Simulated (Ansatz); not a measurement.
LiCl (rock salt) is sheared across one {100} plane: the third cell vector gains the shift, so faults repeat every 7.7 Å. The cut lies between planes 2.56 Å apart; the cell height is held.

```
CELL_PARAMETERS angstrom
      3.61492     0.00000     0.00000
      0.00000     3.61492     0.00000
      1.80746     1.80746     7.66841
ATOMIC_POSITIONS crystal
  Cl 0.00000 0.00000 0.83333
  Cl 0.33333 0.33333 0.16667
  Cl 0.66667 0.66667 0.50000
  Li 0.50000 0.50000 0.83333
  Li 0.83333 0.83333 0.16667
  Li 0.16667 0.16667 0.50000
```

In-plane vectors a = (3.615, 0.000) Å, b = (0.000, 3.615) Å, area 13.07 Å². The shift is s times the vector a + b (length 5.112 Å), so s = 1 restores the start. The shift is rigid: no atom relaxes. γ = [E(shift) − E(0)] / area.

Calculation: r2SCAN (plane waves to 500 eV, PAW, scalar-relativistic; Ansatz, a program for electronic structure). k mesh 8×8×8 (Γ-centred), Fermi-Dirac smearing 0.05 eV. E is the zero-smearing estimate. Faults lie only 7.7 Å apart, and holding the cell height and the atoms raises γ above its relaxed value. LiCl was relaxed with its symmetry unable to fall. γ is measured from zero shift.

```json
[
 {"s": "0.000", "γ (mJ/m²)": "0"},
 {"s": "0.083", "γ (mJ/m²)": "89"},
 {"s": "0.167", "γ (mJ/m²)": "371"},
 {"s": "0.250", "γ (mJ/m²)": "860"},
 {"s": "0.333", "γ (mJ/m²)": "1484"},
 {"s": "0.417", "γ (mJ/m²)": "2044"},
 {"s": "0.500", "γ (mJ/m²)": "withheld"},
 {"s": "0.583", "γ (mJ/m²)": "2044"},
 {"s": "0.667", "γ (mJ/m²)": "1484"},
 {"s": "0.750", "γ (mJ/m²)": "860"},
 {"s": "0.833", "γ (mJ/m²)": "371"},
 {"s": "0.917", "γ (mJ/m²)": "89"}
]
```

**Question.** Fit a Fourier form (three harmonics of 1 − cos and sin) to the given rows and predict γ at s = 0.500.

**Answer.** Least squares on the 11 given rows: γ = (1128.3)·[1 − cos(2πs)] + (-138.4)·[1 − cos(4πs)] + (7.4)·[1 − cos(6πs)], in mJ/m²; root-mean-square residual 0.6 mJ/m². At 0.500 the fit gives 2271 mJ/m²; the calculation gives 2275 mJ/m², so the interpolation is off by -4 (-0.2 %). 

(The slope of γ gives the shear force per area between the displaced halves; near zero shift its curvature is an elastic stiffness.)
